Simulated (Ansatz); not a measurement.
MgO (rock salt)

```yaml
crystal:
  lattice:
    - [0.00000, 2.10379, 2.10379]
    - [2.10379, 0.00000, 2.10379]
    - [2.10379, 2.10379, 0.00000]
  atoms:
    - { symbol: O, position: [0.00000, 0.00000, 0.00000] }
    - { symbol: Mg, position: [0.50000, 0.50000, 0.50000] }
```

The slice is a {110} plane (indices of the conventional cell) through the point (0.000, 0.000, 0.000) (fractional), spanned by u = [100] and v = [1 -1 -1] in vectors of this cell: u (2.98 Å) and v (4.21 Å, at 90° to u). It covers one period; positions are fractions (u, v).

Calculation: r2SCAN (plane waves to 500 eV, PAW, scalar-relativistic; Ansatz, a quantum-chemistry and plane-wave program). k mesh 13×13×13. Inside the PAW spheres the values are not all-electron values, and peaks at nuclei hang on which shells count as valence. MgO was relaxed with its symmetry unable to fall. The PAW data are Ansatz's earlier set.

### Question
What is the ELF at the density minimum of the shortest O–Mg line in this plane (2.10 Å)?

### Answer
0.1.

### Question
Sketch the electron localisation function (ELF) on this plane as a map.

### Answer
```tsv
v \ u	0.00	0.13	0.26	0.39	0.52	0.65	0.78	0.91
0.94	x	0.78	0.78	0.32	0.07	0.54	0.82	x
0.84	0.83	0.80	0.62	0.17	0.06	0.32	0.71	0.82
0.75	0.36	0.34	0.18	0.05	0.04	0.07	0.25	0.35
0.66	0.19	0.08	0.02	0.04	0.05	0.04	0.02	0.13
0.56	x	0.35	0.05	0.05	0.07	0.03	0.17	x
0.47	x	0.32	0.07	0.05	0.07	0.03	0.22	x
0.38	0.35	0.22	0.02	0.05	0.06	0.03	0.04	0.31
0.28	0.08	0.09	0.08	0.04	0.04	0.05	0.09	0.08
0.19	0.80	0.75	0.50	0.11	0.05	0.21	0.62	0.78
0.09	x	0.81	0.75	0.28	0.07	0.49	0.80	0.78
0.00	x	x	0.80	0.36	0.08	0.58	0.82	x
```

Values: electron localisation function (ELF). Points within 0.4 Å of a nucleus are blanked (x), as the pseudised field means little there.
